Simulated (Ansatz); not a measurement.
AlMo₂C:
```yaml
crystal:
  lattice:
    - [3.01092, 0.00000, 0.00000]
    - [-1.50546, 2.60754, 0.00000]
    - [0.00000, 0.00000, 13.45178]
  atoms:
    - { symbol: Al, position: [0.66667, 0.33333, 0.25000] }
    - { symbol: Al, position: [0.33333, 0.66667, 0.75000] }
    - { symbol: Mo, position: [0.66667, 0.33333, 0.91064] }
    - { symbol: Mo, position: [0.33333, 0.66667, 0.08936] }
    - { symbol: Mo, position: [0.33333, 0.66667, 0.41064] }
    - { symbol: Mo, position: [0.66667, 0.33333, 0.58936] }
    - { symbol: C, position: [0.00000, 0.00000, 0.00000] }
    - { symbol: C, position: [0.00000, 0.00000, 0.50000] }
```

Relaxed with r²SCAN.

**Question.** Map the electron localisation function on the plane through (0.667, 0.333, 0.250) spanned by u = [0, 0, 1] and v = [1, -1, 0] in lattice vectors, from plane-wave PAW r²SCAN (Ansatz code).

**Answer.** x is the fraction of u, y of v (the angle between them is 90°; rows are the nearest grid lines); atoms in the plane: Al at (0.00, 0.00), Al at (0.50, 0.67), Mo at (0.66, 0.00), Mo at (0.84, 0.67), Mo at (0.16, 0.67), Mo at (0.34, 0.00), C at (0.75, 0.33), C at (0.25, 0.33).
```
|@ =@%#+=-:.+@*=@*:+##+:*@=*@+.:-=+#%@= @|
|: +@%*+-::.=@#*@*:+##+:*@*#@=.::-+*%@+ :|
| .*%#+-::::-%@@@+-*##*-+@@@%-::::-+#%*. |
|.-#%+-::.:::*@@%--*%%*--%@@*:::.::-+%#-.|
|#%#=-*%#=:-:::--=*%++%*=--:::-:=#%*-=#%#|
|%%*-=%@@#-:::::-*%#::#%*-:::::-#@@%=-*%%|
|%#+:+@%%@=:::-=+#@*  *@#+=-:::=@%%@+:+#%|
|%#+:*@+*@+.:-=+#%@+  +@%#+=-:.+@*+@*:+#%|
|%#+:*@+*@+.:-=+#%@=  =@%#+=-:.+@*+@*:+#%|
|%#+:*@#%@=.:-=+*%@+  +@%*+=-:.=@%#@*:+#%|
|##+:=%@@%--=--=*#@#..#@#*=--=--%@@%=:+##|
|##*--*%%+-+*=-=+#%#--#%#+=-=*+-+%%*--*##|
|+++=::::+@@@%+==+**++**+==+%@@@+::::=+++|
|==++-::=%@%@@*==+*+==+*+==*@@%@%=::-++==|
|--=+=--*@#:#@#==+++--+++==#@#:#@*--=+=--|
|--=++==#@= =@#==++=--=++==#@= =@#==++=--|
|--=++==#@+ +@#===+=--=+===#@+ +@#==++=--|
|-=+++==*@%=%@*--=++==++=--*@%=%@*==+++=-|
|==**+==+@@@@#-::-++++++-::-#@@@@+==+**==|
|=+##*===#@@%=-:::=+**+=:::-=%@@#===*##+=|
| :#%#+=-=+=-*@@#--*##*--#@@*-=+=-=+#%#: |
|  *@%*+---:-%@@@+:+##+:+@@@%-:---+*%@*  |
|- +@%*+=-:.=@#*@*:+##+:*@*#@=.:-=+*%@+ -|
|@ =@%#+=-:.+@*=@*:+##+:*@=*@+.:-=+#%@= @|
```
Scale: ten equal steps from -0.016 (start of ' ') to 0.763 (end of '@'), in the order ' .:-=+*#%@'; x runs from 0.000 to 1.00, y from 0.000 (bottom) to 1.00 (top).

The density is the valence pseudo-density with augmentation charge, so density and ELF within about 1 Å of a nucleus are not all-electron values.

Space group P6_3/mmc. The start of the workflow was typed in or built on a structure type; neither database checked (COD, Materials Project) lists it. Its standing as an ambient phase is unchecked. The cell was relaxed with r²SCAN under the symmetry of its start; whether a distortion lowers the energy is not shown. The run is not spin-polarised.

Potentials: the earlier of the program's two PAW sets.
